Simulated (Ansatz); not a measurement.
Data:

AlPt:
```yaml
crystal:
  lattice:
    - [3.06624, 0.00000, 0.00000]
    - [0.00000, 3.06624, 0.00000]
    - [0.00000, 0.00000, 3.06624]
  atoms:
    - { symbol: Al, position: [0.00000, 0.00000, 0.00000] }
    - { symbol: Pt, position: [0.50000, 0.50000, 0.50000] }
```

This is the r²SCAN-relaxed structure.

All from r²SCAN in the plane-wave PAW code Ansatz, unless another level is named. Give the density of states at the Fermi level.

0.31 states/eV per atom (mean over ±0.08 eV).

And the formation energy from the elements (no fitted shifts)?

-0.99 eV/atom.

Next, the gap with spin–orbit coupling?

none (metallic).

Space group Pm-3m (CsCl type). The first step of the workflow began from a Materials Project structure, measured or hypothetical; the Crystallography Open Database copy checked does not list it. With Al and Pt taken as one species the cell has the higher symmetry Im-3m, so it may be an ordered model of a mixed-site phase. Whether it is the stable phase at ambient conditions was not checked. The cell was relaxed with r²SCAN under the symmetry of its start; of distortions, only those at the zone centre were tested. No spin polarisation was allowed. The references are the lowest solids computed at this level, not always the standard phases. Spin–orbit coupling is left out wherever it is not named.

Potentials: the later of the program's two PAW sets.
